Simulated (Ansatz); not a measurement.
HfBiS: reading a single point

```yaml
crystal:
  lattice:
    - [4.02634, 0.00000, 0.00000]
    - [0.00000, 4.02634, 0.00000]
    - [0.00000, 0.00000, 7.32310]
  atoms:
    - { symbol: Hf, position: [0.75000, 0.25000, 0.00000] }
    - { symbol: Hf, position: [0.25000, 0.75000, 0.00000] }
    - { symbol: S, position: [0.25000, 0.25000, 0.64490] }
    - { symbol: S, position: [0.75000, 0.75000, 0.35510] }
    - { symbol: Bi, position: [0.25000, 0.25000, 0.22864] }
    - { symbol: Bi, position: [0.75000, 0.75000, 0.77136] }
```

Method: r2SCAN, no spin polarisation; PAW, plane waves to 500 eV, 8×8×5 Γ-centred mesh, fermi-dirac occupations (width 0.1 eV) (Ansatz 0.2.0), atoms fixed.

(1) Which element gives electrons and which takes them?

(2) Is the cell too large or too small?

(3) Is there a gap?

(4) Where is the largest force?

(5) Is it stable against the elements?

Origin: a known structure type with other elements, at an estimated volume, so it need not be a known compound. Caveats: many states at the Fermi level without spin polarisation, so a magnetic state may lie lower; atoms or cell far from equilibrium.

Results:

(1) Bader charges in e: Hf +0.90, Bi -0.20, S -0.70. In the mean Hf gives up most and S takes most.

(2) The pressure is 40.3 GPa (compression positive), so with the atoms held at these fractions the cell would first expand; the forces are large, so a full relaxation may end otherwise. The principal stresses 32.3, 44.3, 44.3 GPa differ, so its shape would change too.

(3) It is a metal, with about 5.1 states/eV a cell as the mean within 0.25 eV of the Fermi level, mostly Hf d (38 %), S p (36 %) and Bi p (16 %).

(4) The largest is on Bi5 (and as large on other atoms): 7.94 eV/Å, components (0.00, 0.00, 7.94). It makes 130° with the line to a nearest neighbour, Hf1 at 2.62 Å.

(5) 1.31 eV an atom against the elements' usual phases (free molecules for gases, crystals otherwise, with no correction for O₂ or N₂), so at this geometry it isn't bound against them. Relaxing would lower it.
